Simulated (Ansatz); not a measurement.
Frames from the relaxation of a generated cell, NbRu built in the AFLOW prototype AB_cP8_198_a_a (B20, as in FeSi), as extended XYZ (Å, eV, eV/Å, GPa with compression positive). The numbers are results of PBE (plane waves to 420 eV, PAW, scalar-relativistic; Ansatz, a program for electronic structure), not measurements. Γ-centred k-mesh 7×7×7 on the run's cell (coarser than for final values), Fermi–Dirac smearing 0.05 eV.

```xyz
8
Lattice="5.0461 0.0000 0.0000 0.0000 5.0461 0.0000 0.0000 0.0000 5.0461" Properties=species:S:1:pos:R:3:forces:R:3 pbc="T T T" step=1 free_energy=-41724.048 pressure=6.3 accepted=T
Nb     0.6889     0.6889     0.6889    0.3738    0.3738    0.3738
Nb     3.2119     1.8341     4.3572    0.3738   -0.3738   -0.3738
Nb     4.3572     3.2119     1.8341   -0.3738    0.3738   -0.3738
Nb     1.8341     4.3572     3.2119   -0.3738   -0.3738    0.3738
Ru     4.2508     4.2508     4.2508    0.3149    0.3149    0.3149
Ru     1.7278     3.3183     0.7953    0.3149   -0.3149   -0.3149
Ru     0.7953     1.7278     3.3183   -0.3149    0.3149   -0.3149
Ru     3.3183     0.7953     1.7278   -0.3149   -0.3149    0.3149
8
Lattice="5.0712 0.0000 0.0000 0.0000 5.0712 0.0000 0.0000 0.0000 5.0712" Properties=species:S:1:pos:R:3:forces:R:3 pbc="T T T" step=4 free_energy=-41724.422 pressure=1.3 accepted=T
Nb     0.7784     0.7784     0.7784    0.0283    0.0283    0.0283
Nb     3.3139     1.7572     4.2928    0.0283   -0.0283   -0.0283
Nb     4.2928     3.3139     1.7572   -0.0283    0.0283   -0.0283
Nb     1.7572     4.2928     3.3139   -0.0283   -0.0283    0.0283
Ru     4.3693     4.3693     4.3693   -0.1713   -0.1713   -0.1713
Ru     1.8337     3.2375     0.7019   -0.1713    0.1713    0.1713
Ru     0.7019     1.8337     3.2375    0.1713   -0.1713    0.1713
Ru     3.2375     0.7019     1.8337    0.1713    0.1713   -0.1713
8
Lattice="5.0780 0.0000 0.0000 0.0000 5.0780 0.0000 0.0000 0.0000 5.0780" Properties=species:S:1:pos:R:3:forces:R:3 pbc="T T T" step=5 free_energy=-41724.446 pressure=-0.1 accepted=T
Nb     0.7766     0.7766     0.7766    0.0300    0.0300    0.0300
Nb     3.3156     1.7624     4.3014    0.0300   -0.0300   -0.0300
Nb     4.3014     3.3156     1.7624   -0.0300    0.0300   -0.0300
Nb     1.7624     4.3014     3.3156   -0.0300   -0.0300    0.0300
Ru     4.3487     4.3487     4.3487    0.0184    0.0184    0.0184
Ru     1.8097     3.2683     0.7293    0.0184   -0.0184   -0.0184
Ru     0.7293     1.8097     3.2683   -0.0184    0.0184   -0.0184
Ru     3.2683     0.7293     1.8097   -0.0184   -0.0184    0.0184
```

The path has 6 moves and ends in P2₁3 (No. 198) (AFLOW prototype AB_cP8_198_a_a (B20, as in FeSi)), 0.05 eV/atom below its start. Free energies are of the whole cell and compare only within this code, potentials and settings.  No spin polarisation in the result.

The run could not lose the symmetry of its start, so the end can be a saddle point.

The end of the path is a generated cell of NbRu: the first start was made by placing the elements on the sites of a structure type, and the end was not matched to a known phase here, so it may be hypothetical.
